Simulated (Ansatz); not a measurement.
An Ansatz (a quantum-chemistry and plane-wave program) run. Input:

Ansatz 0.2 input:
```yaml
crystal:
  lattice:
    - [4.9202893864, 0.0, 0.0]
    - [-2.4601446932, 4.2610956026, 0.0]
    - [0.0, 0.0, 5.4161505991]
  atoms:
    - { symbol: Si, position: [0.468941037, 0.0, 0.6666666667] }
    - { symbol: Si, position: [0.0, 0.468941037, 0.3333333333] }
    - { symbol: Si, position: [0.531058963, 0.531058963, 0.0] }
    - { symbol: O, position: [0.4131559306, 0.2690742753, 0.7845391116] }
    - { symbol: O, position: [0.7309257247, 0.1440816553, 0.4512057782] }
    - { symbol: O, position: [0.8559183447, 0.5868440694, 0.1178724449] }
    - { symbol: O, position: [0.2690742753, 0.4131559306, 0.2154608884] }
    - { symbol: O, position: [0.1440816553, 0.7309257247, 0.5487942218] }
    - { symbol: O, position: [0.5868440694, 0.8559183447, 0.8821275551] }
kpoints:
  mp_grid: { grid: [7, 7, 5] }
hamiltonian:
  xc: r2scan
  pseudopotentials: { kind: paw }
scf:
  occupations: { method: fixed }
phonons:
  method: dfpt
  response_accuracy: low
  eigenvectors: true
  rigid_motions: translations
  dielectric: true
  raman: true
```

Output (shortened):

```
Pseudopotential: Si, paw, valence charge 4
Pseudopotential: O, paw, valence charge 6
Functional definition: r2SCAN
Crystal: 9 atoms, lattice volume = 113.554 Å³
Basis set: ecut = 500 eV, 2869 PW (Γ), exchange–correlation on 180×180×240 points (125 copies of the dense FFT grid, shifted against one another)
Bands: 33, of which v1, the nominal top of the filled ones, is band 24 counted from 1 (23 counted from 0)
Symmetry: 6 space group operations
k-points: 123 of 245 (irreducible under 1 space group operation, time reversal used)
SCF 1 converged in 9 iterations: F = -5340.290170 eV  dr2 = 1.32e-11
── the response to a field inside a basis, on 8×8×6 k-points: an SCF that follows is theirs, and a resumed run solves both again ──
Crystal: 9 atoms, lattice volume = 113.554 Å³
Bands: 25, of which v1, the nominal top of the filled ones, is band 24 counted from 1 (23 counted from 0)
k-points: 108 of 384 (irreducible under 2 space group operations, time reversal used)
SCF 1 converged in 6 iterations: F = -5340.230028 eV  dr2 = 9.01e-11
SCF converged after 9 iterations
Free energy (F): -5340.290170 eV
Harris-Foulkes:  -5340.290170 eV  (|F-HF|=1.82e-12)
Internal energy: -5340.290170 eV  (E = F + TS)
E sigma→0 (E₀):  -5340.290170 eV
Fermi energy:    2.036219 eV
--- Per-component energies (eV) ---
  E_band       = -241.788932
  E_kinetic    = 1215.414369
  E_local      = -2953.428152  (includes V_loc(G=0)·N_el)
  E_nonlocal   = 353.926095
  E_hartree    = 1062.806207
  E_xc         = -600.440715
  E_vxc        = -794.688259  (∫ρ·V_xc dr)
  E_paw        = -2525.584269  (= ΣΔE_a)
  E_vpaw       = -238.526341  (= ΣTr[D̂ρ^β])
  E_aug_tail   = 0.006436  (compensation charges beyond the density's cutoff)
  E_vtau       = 49.894358  (kinetic-family band-sum trace: ∫τ·v_τ [+ j·A + Jᵃ·Aᵃ] dr)
  E_ewald      = -1892.569196
  E_core_change = -0.420944  (= ΣΔE_core)
  E_smearing   =  0.000000  (= −TS)
  E_closure    =  0.000000  (closes the sum)
  Σ components = -5340.290170   (vs F -5340.290170, Δ=0.00e0)
--- Band table (eV; the first three rows and the last of 123) ---
  k-point 0: bands = ["-18.3226", "-16.8188", "-16.8188", "-16.1948", "-16.1705", "-16.1705", "-6.2386", "-6.2386", "-3.4224", "-3.3860", "-3.2159", "-3.2159", "-0.9242", "-0.9242", "-0.6901", "-0.4227", "0.5582", "0.5582", "0.5856", "1.0230", "1.0230", …
  k-point 1: bands = ["-18.2446", "-17.2521", "-16.4537", "-16.1946", "-16.1824", "-16.1572", "-6.8988", "-5.4184", "-3.5801", "-3.4601", "-3.4237", "-2.9087", "-1.0089", "-0.7337", "-0.6345", "-0.2922", "0.3743", "0.4774", "0.5570", "0.6494", "1.0047", …
  k-point 2: bands = ["-18.0194", "-17.6736", "-16.2414", "-16.1933", "-16.1899", "-16.1482", "-7.2679", "-4.6032", "-3.9598", "-3.5800", "-3.5512", "-2.6665", "-0.8508", "-0.6328", "-0.5835", "-0.0830", "0.1286", "0.1883", "0.3290", "0.5326", "0.8467", …
  k-point 122: bands = ["-17.9026", "-17.2966", "-16.7776", "-16.2506", "-16.2238", "-16.1887", "-6.4123", "-5.3366", "-4.1154", "-3.3982", "-3.1242", "-2.7709", "-1.1391", "-0.8134", "-0.6529", "-0.3249", "0.0258", "0.3702", "0.6174", "0.8243", "1.0154", …
--- Phonons (Γ-DFPT): 6 representative perturbations + reference, on 123 of 245 k-points (Σ response iterations 39) ---
  ASR residual: 8.112e-4 → 0.000e0 eV/Å²; symmetrization residual: 5.763e-5 eV/Å²
  ASR residual per site (eV/Å²): 6.52e-5 5.64e-5 5.64e-5 6.51e-4 5.87e-4 8.11e-4 8.11e-4 6.51e-4 5.87e-4
  Γ frequencies (cm⁻¹): 0.00 0.00 0.00 130.16 130.16 212.02 264.05 264.05 353.18 360.36 390.45 390.45 448.19 448.19 463.37 493.65 694.79 694.79 775.29 795.31 795.31 1070.87 1070.87 1079.15 1087.05 1162.71 1162.71
  ε∞ (high-frequency dielectric tensor):
        2.374038     0.000000     0.000000
        0.000000     2.374038     0.000000
        0.000000     0.000000     2.401806
  ε⁰ (static dielectric tensor: ions relaxed, cell fixed):
        4.399708     0.000000     0.000000
        0.000000     4.399708     0.000000
        0.000000     0.000000     4.600404
  ε⁰ − ε∞ (ionic part):
        2.025670     0.000000     0.000000
        0.000000     2.025670     0.000000
        0.000000     0.000000     2.198598
  softest optical mode at Γ: 130.16 cm⁻¹; the repairs (sum rule, projections) moved no ω² at Γ by more than (6.57 cm⁻¹)²
  Born effective charges Z* (e; rows j = field, columns β = displacement):
    site 0:
         3.02267    0.00000    0.00000
         0.00000    3.65518   -0.27956
         0.00000    0.24655    3.45365
    site 1:
         3.49705    0.27388    0.24210
         0.27388    3.18080    0.13978
        -0.21352   -0.12328    3.45365
    site 2:
         3.49705   -0.27388   -0.24210
        -0.27388    3.18080    0.13978
         0.21352   -0.12328    3.45365
    site 3:
        -1.32917    0.50325    0.32709
         0.45623   -2.00976   -0.70121
         0.26958   -0.73764   -1.72683
    site 4:
        -1.42414   -0.51107    0.44371
        -0.55808   -1.91478    0.63387
         0.50403    0.60228   -1.72683
    site 5:
        -2.25508    0.07834   -0.77081
         0.03132   -1.08385    0.06733
        -0.77361    0.13536   -1.72683
    site 6:
        -2.25508   -0.07834    0.77081
        -0.03132   -1.08385    0.06733
         0.77361    0.13536   -1.72683
    site 7:
        -1.32917   -0.50325   -0.32709
        -0.45623   -2.00976   -0.70121
        -0.26958   -0.73764   -1.72683
    site 8:
        -1.42414    0.51107   -0.44371
         0.55808   -1.91478    0.63387
        -0.50403    0.60228   -1.72683
  Z* charge neutrality: 9.365e-5 e pre-enforcement
  k-mesh period / interband length: 27.1 Å / 0.93 Å = 29.02 at k = (0.0000, 0.0000, 0.0000), direct gap 6.903 eV — 14 or more, which is no proof of convergence
  Raman tensors (in the event stream and the table raman_tensors.tsv) …
  optical modes at Γ without the LO–TO term, one row a degenerate level:
      ω (cm⁻¹)  modes    IR ((D/Å)²/amu)  static Raman (Å⁴/amu)  depolarisation
        130.16      2             0.0025                 0.6102           0.750
        212.02      1             0.0000                 5.0542           0.000
        264.05      2             0.3933                 0.3035           0.750
        353.18      1             0.0000                 0.6761           0.495
        360.36      1             4.6698                 0.0000               —
        390.45      2             5.9218                 0.4541           0.750
        448.19      2            16.9303                 0.5937           0.750
        463.37      1             0.0000                24.7188           0.000
        493.65      1             9.2118                 0.0000               —
        694.79      2             1.2769                 0.7121           0.750
        775.29      1             3.8597                 0.0000               —
        795.31      2             7.5867                 1.1382           0.750
       1070.87      2            81.6275                 1.0975           0.750
       1079.15      1            42.9395                 0.0000               —
       1087.05      1             0.0000                 0.7324           0.712
       1162.71      2             1.2990                 2.3373           0.750
  optical modes at Γ + LO–TO along q̂ = [1.0000, 0.0000, 0.0000]:
      ω (cm⁻¹)  modes    IR ((D/Å)²/amu)  static Raman (Å⁴/amu)  depolarisation
        130.16      1             0.0012                 0.3051           0.750
        130.18      1             0.0003                 0.3039           0.750
        212.02      1             0.0000                 5.0542           0.000
        264.05      1             0.1967                 0.1518           0.750
        265.41      1             0.0417                 0.1683           0.750
        353.18      1             0.0000                 0.6761           0.495
        360.36      1             4.6698                 0.0000               —
        390.45      1             2.9609                 0.2270           0.750
        400.20      1             0.2904                 0.2630           0.750
        448.19      1             8.4651                 0.2968           0.750
        463.37      1             0.0000                24.7188           0.000
        493.65      1             9.2118                 0.0000               —
        505.20      1             4.9268                 0.2143           0.750
        694.79      1             0.6385                 0.3560           0.750
        697.40      1             0.3269                 0.3951           0.750
        775.29      1             3.8597                 0.0000               —
        795.31      1             3.7933                 0.5691           0.750
        808.36      1             1.7919                 0.7319           0.750
       1070.87      1            40.8138                 0.5487           0.750
       1079.15      1            42.9395                 0.0000               —
       1087.05      1             0.0000                 0.7324           0.712
       1159.78      1             1.0583                 0.9739           0.750
       1162.71      1             0.6495                 1.1687           0.750
       1233.41      1            49.0827                 1.2905           0.750
  optical modes at Γ + LO–TO along q̂ = [0.0000, 1.0000, 0.0000]:
      ω (cm⁻¹)  modes    IR ((D/Å)²/amu)  static Raman (Å⁴/amu)  depolarisation
        130.16      1             0.0012                 0.3051           0.750
        130.18      1             0.0003                 0.3039           0.750
        212.02      1             0.0000                 5.0542           0.000
        264.05      1             0.1967                 0.1518           0.750
        265.41      1             0.0417                 0.1683           0.750
        353.18      1             0.0000                 0.6761           0.495
        360.36      1             4.6698                 0.0000               —
        390.45      1             2.9609                 0.2270           0.750
        400.20      1             0.2904                 0.2630           0.750
        448.19      1             8.4651                 0.2968           0.750
        463.37      1             0.0000                24.7188           0.000
        493.65      1             9.2118                 0.0000               —
        505.20      1             4.9268                 0.2143           0.750
        694.79      1             0.6385                 0.3560           0.750
        697.40      1             0.3269                 0.3951           0.750
        775.29      1             3.8597                 0.0000               —
        795.31      1             3.7933                 0.5691           0.750
        808.36      1             1.7919                 0.7319           0.750
       1070.87      1            40.8138                 0.5487           0.750
       1079.15      1            42.9395                 0.0000               —
       1087.05      1             0.0000                 0.7324           0.712
       1159.78      1             1.0583                 0.9739           0.750
       1162.71      1             0.6495                 1.1687           0.750
       1233.41      1            49.0827                 1.2905           0.750
  optical modes at Γ + LO–TO along q̂ = [0.0000, 0.0000, 1.0000]:
      ω (cm⁻¹)  modes    IR ((D/Å)²/amu)  static Raman (Å⁴/amu)  depolarisation
        130.16      2             0.0025                 0.6102           0.750
        212.02      1             0.0000                 5.0542           0.000
        264.05      2             0.3933                 0.3035           0.750
        353.18      1             0.0000                 0.6761           0.495
        383.30      1             0.9566                 0.0000               —
        390.45      2             5.9218                 0.4541           0.750
        448.19      2            16.9303                 0.5937           0.750
        463.37      1             0.0000                24.7188           0.000
        547.92      1             5.2007                 0.0000               —
        694.79      2             1.2769                 0.7121           0.750
        789.51      1             2.0371                 0.0000               —
        795.31      2             7.5867                 1.1382           0.750
       1070.87      2            81.6275                 1.0975           0.750
       1087.05      1             0.0000                 0.7324           0.712
       1162.71      2             1.2990                 2.3373           0.750
       1242.29      1            52.4864                 0.0000               —
```

Cost: around 90 core-minutes (rough) on shared cores.

Space group P3_221. The r²SCAN relaxation kept the symmetry of its start; phonons on a q-mesh show no instability.

Potentials: the later of the program's two PAW sets.

Ansatz is a plane-wave DFT program.
